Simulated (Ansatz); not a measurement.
Computed with Ansatz, DFT PBE, scalar-relativistic, plane waves, PAW. All cells share a 420 eV cutoff and Γ-centred k meshes spaced at most about 0.3 Å⁻¹ (about 0.25 or finer for metals, 2π included). No spin polarisation in the final relaxations.

These are static total energies at zero pressure.

Two forms of In2BAs3 were relaxed alike.

1.

```xyz
6
Lattice="5.4375 0.0000 0.0000 -2.7187 4.7090 0.0000 0.0000 0.0000 7.5885" Properties=species:S:1:pos:R:3 pbc="T T T"
In    0.0000    0.0000    6.0213
In    0.0000    0.0000    1.5672
B     0.0000    0.0000    3.7943
As    2.7187    0.0000    0.0000
As   -1.3594    2.3545    0.0000
As    1.3594    2.3545    0.0000
```

2.

```xyz
6
Lattice="3.2322 0.0000 0.0000 0.0000 3.2322 0.0000 0.0000 0.0000 12.3185" Properties=species:S:1:pos:R:3 pbc="T T T"
In    1.6161    0.0000    9.6880
In    0.0000    1.6161    2.6305
B     1.6161    1.6161    0.0000
As    1.6161    0.0000    5.5150
As    0.0000    1.6161    6.8034
As    0.0000    0.0000    0.0000
```

**Question.** Which is lower in energy, and by how much?

**Answer.** Cell 2 is lower, by 0.51 eV/atom. Cell 1 has space group P6/mmm (No. 191), 32.4 Å³/atom and no gap on its mesh; cell 2 has space group P-4m2 (No. 115), 21.4 Å³/atom and no gap. Counting As or B atoms around In (for each partner element, those within 1.25 times its shortest distance or 1.15 times the sum of covalent radii, where it is the nearest in units of that sum or under 1.3; a plus sign parts groups by distance over the sum of covalent radii; the shortest distance is added where it exceeds 1.18 times the sum of covalent radii), cell 1 has In 1+6 and cell 2 has In 2+4 from 3.1 Å. The denser one is the lower, and pressure would at first widen the difference. Even the lower one lies +0.45 eV/atom against the reference forms of the elements (uncorrected), so neither is stable at this level. In cell 1, In is surrounded by 1 B at 2.23 Å, 1 In at 3.13 Å and 6 As at 3.14 Å; around B lie 2 In at 2.23 Å; As has 4 As at 2.72 Å and 4 In at 3.14 Å. In cell 2, around In lie 2 As at 3.09 Å, 2 B at 3.09 Å, 4 In at 3.23 Å and 4 As at 3.68 Å; B is surrounded by 4 As at 2.29 Å and 4 In at 3.09 Å; As on a site of symmetry 2mm has 4 As at 2.62 Å; 1 more site not described. Both come from invented guesses.

No dispersion correction is applied, so the spacing and binding between layers, chains or molecules are poorly described (P-4m2), and this can change margins and order among such cells. Cells relaxed within their symmetry can be saddle points.
